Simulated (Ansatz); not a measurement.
AlRh:
```xyz
2
Lattice="2.9717 0.0000 0.0000 0.0000 2.9717 0.0000 0.0000 0.0000 2.9717" Properties=species:S:1:pos:R:3 pbc="T T T"
Al     0.0000     0.0000     0.0000
Rh     1.4858     1.4858     1.4858
```

Relaxed with PBEsol. Special points in fractions of this cell's reciprocal vectors: Γ (0.000, 0.000, 0.000); X (0.000, 0.500, 0.000); M (0.500, 0.500, 0.000); R (0.500, 0.500, 0.500).

**Question.** List the band energies nearest the Fermi level at these points for DFT-PBEsol in the program Ansatz with PAW potentials.

**Answer.** In eV from the Fermi level; about four levels below and three above (degenerate sets whole), none deeper than 8.9 eV; points with the same levels are listed once.

```tsv
k	below	above
Γ	-5.04 -5.04 -1.73 -1.73 -1.73	5.05 5.05 5.05
X	-4.34 -3.25 -3.25 -1.52	0.28 6.61 9.91 9.91
M	-2.89 -2.89 -2.57 -2.57 -0.55	3.46 4.46 9.86
R	-5.95 -5.95 -5.95 -0.48 -0.48	1.80 2.81 2.81 2.81
```

Space group Pm-3m (CsCl type). The workflow started from a Materials Project entry (that database holds measured and hypothetical structures alike); the Crystallography Open Database copy checked does not list it. With Al and Rh taken as one species the cell has the higher symmetry Im-3m, so it may be an ordered model of a mixed-site phase. Whether it is the stable phase at ambient conditions was not checked. The PBEsol relaxation kept the symmetry of its start; of distortions, only those at the zone centre were tested. No spin polarisation was allowed. Scalar-relativistic: spin–orbit coupling is off unless named, which matters more the heavier the elements.

Potentials: the later of the program's two PAW sets.
